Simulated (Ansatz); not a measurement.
**Does relaxation matter for the field gradients of BAs with Si replacing B?**

Start: a supercell of BAs (zinc blende type, F-43m) built from an entry of the Crystallography Open Database (COD), with all atoms left at the host's positions.

```
Si B As
1.0
     0.00000    7.16550    7.16550
     7.16550    0.00000    7.16550
     7.16550    7.16550    0.00000
Si B As
1 26 27
Direct
  0.00000 0.00000 0.00000
  0.00000 0.00000 0.33333
  0.00000 0.00000 0.66667
  0.00000 0.33333 0.00000
  0.00000 0.33333 0.33333
  0.00000 0.33333 0.66667
  0.00000 0.66667 0.00000
  0.00000 0.66667 0.33333
  0.00000 0.66667 0.66667
  0.33333 0.00000 0.00000
  0.33333 0.00000 0.33333
  0.33333 0.00000 0.66667
  0.33333 0.33333 0.00000
  0.33333 0.33333 0.33333
  0.33333 0.33333 0.66667
  0.33333 0.66667 0.00000
  0.33333 0.66667 0.33333
  0.33333 0.66667 0.66667
  0.66667 0.00000 0.00000
  0.66667 0.00000 0.33333
  0.66667 0.00000 0.66667
  0.66667 0.33333 0.00000
  0.66667 0.33333 0.33333
  0.66667 0.33333 0.66667
  0.66667 0.66667 0.00000
  0.66667 0.66667 0.33333
  0.66667 0.66667 0.66667
  0.08333 0.08333 0.08333
  0.08333 0.08333 0.41667
  0.08333 0.08333 0.75000
  0.08333 0.41667 0.08333
  0.08333 0.41667 0.41667
  0.08333 0.41667 0.75000
  0.08333 0.75000 0.08333
  0.08333 0.75000 0.41667
  0.08333 0.75000 0.75000
  0.41667 0.08333 0.08333
  0.41667 0.08333 0.41667
  0.41667 0.08333 0.75000
  0.41667 0.41667 0.08333
  0.41667 0.41667 0.41667
  0.41667 0.41667 0.75000
  0.41667 0.75000 0.08333
  0.41667 0.75000 0.41667
  0.41667 0.75000 0.75000
  0.75000 0.08333 0.08333
  0.75000 0.08333 0.41667
  0.75000 0.08333 0.75000
  0.75000 0.41667 0.08333
  0.75000 0.41667 0.41667
  0.75000 0.41667 0.75000
  0.75000 0.75000 0.08333
  0.75000 0.75000 0.41667
  0.75000 0.75000 0.75000
```

Atoms are numbered from 1 in the order listed; like atoms form one site, named after its first atom.

All values are calculated (Ansatz; DFT, PBE, plane waves and PAW, scalar-relativistic, 420 eV cutoff, Γ-centred 2×2×2 k-points, Fermi–Dirac smearing 0.01 eV, cell charge +1), not measured.

The largest force at the start is 5.5 eV/Å. Relaxing the ions at fixed cell moves them by 0.195 Å at most (atom 28, As) and 0.056 Å rms.

| site | atom | moved (Å) | first shell before | first shell after | V_zz before (10²¹ V/m²) | η before |
| --- | --- | --- | --- | --- | --- | --- |
| Si | 1 | 0.000 | 4 As at 2.07 Å | 4 As at 2.26 Å | 0.00 | – |
| B2 | 2 | 0.038 | 4 As at 2.07 Å | 4 As at 2.05–2.07 Å | 0.31 | 0.14 |
| B5 | 5 | 0.005 | 4 As at 2.07 Å | 4 As at 2.07 Å | -0.045 | 0.00 |
| B9 | 9 | 0.002 | 4 As at 2.07 Å | 4 As at 2.07 Å | -0.055 | 0.00 |
| B15 | 15 | 0.004 | 4 As at 2.07 Å | 4 As at 2.06–2.07 Å | -0.035 | 0.98 |
| As28 | 28 | 0.195 | 1 Si at 2.07 Å, 3 B at 2.07 Å | 3 B at 2.05 Å, 1 Si at 2.26 Å | -2.63 | 0.00 |
| As29 | 29 | 0.001 | 4 B at 2.07 Å | 4 B at 2.05–2.07 Å | 1.34 | 0.68 |
| As33 | 33 | 0.008 | 4 B at 2.07 Å | 4 B at 2.06–2.07 Å | -0.87 | 0.78 |
| As41 | 41 | 0.002 | 4 B at 2.07 Å | 4 B at 2.07 Å | 0.037 | 0.00 |

Task: What are V_zz and η after the relaxation?

Result: 

```json
{"site": "Si", "atom": "1", "V_zz after": "0.00", "η after": "–", "change of V_zz": "0.00"}
{"site": "B2", "atom": "2", "V_zz after": "0.23", "η after": "0.34", "change of V_zz": "-0.08"}
{"site": "B5", "atom": "5", "V_zz after": "-0.064", "η after": "0.00", "change of V_zz": "-0.02"}
{"site": "B9", "atom": "9", "V_zz after": "-0.035", "η after": "0.00", "change of V_zz": "+0.02"}
{"site": "B15", "atom": "15", "V_zz after": "-0.036", "η after": "0.57", "change of V_zz": "0.00"}
{"site": "As28", "atom": "28", "V_zz after": "4.81", "η after": "0.00", "change of V_zz": "+7.44"}
{"site": "As29", "atom": "29", "V_zz after": "-0.57", "η after": "0.99", "change of V_zz": "-1.91"}
{"site": "As33", "atom": "33", "V_zz after": "-1.04", "η after": "0.87", "change of V_zz": "-0.17"}
{"site": "As41", "atom": "41", "V_zz after": "0.14", "η after": "0.00", "change of V_zz": "+0.11"}
```

The largest change of V_zz is on As28, from -2.63 to 4.81. In per cent, |V_zz| changes by +19 on As (all sites that start above 0.5, bar those whose gradient vanishes or changes sign or whose main axis turns by over 40°). Where |V_zz| stays above 0.1 and the axes keep their order, η moves most on As29, from 0.68 to 0.99. On B2 V_xx and V_yy change places (or their axes turn by over 50°), so the two values of η hide a larger change. V_zz changes sign on As28 (same axis), As29 (same axis). Other sites without a gradient aren't listed.

The defect repeats with the cell of 54 atoms, so it feels its images: sites between two images don't show the values beside a lone defect, and zeros or small values of η there can come from the images' arrangement. A uniform background compensates the cell's charge.
Before: The cell keeps the host's lattice, where the PBE pressure is 7 GPa (in a charged cell this depends on the convention for the mean potential). The neighbours have not yet relaxed around the defect (largest force 5.5 eV/Å), so the values at and beside it are those of a strained start, not of the defect in a real crystal.
After: The relaxation keeps the site symmetry -43m of the start, so the impurity can't leave its site; a start off the site could end lower. The cell keeps the host's lattice, where the PBE pressure is 6 GPa (in a charged cell this depends on the convention for the mean potential).
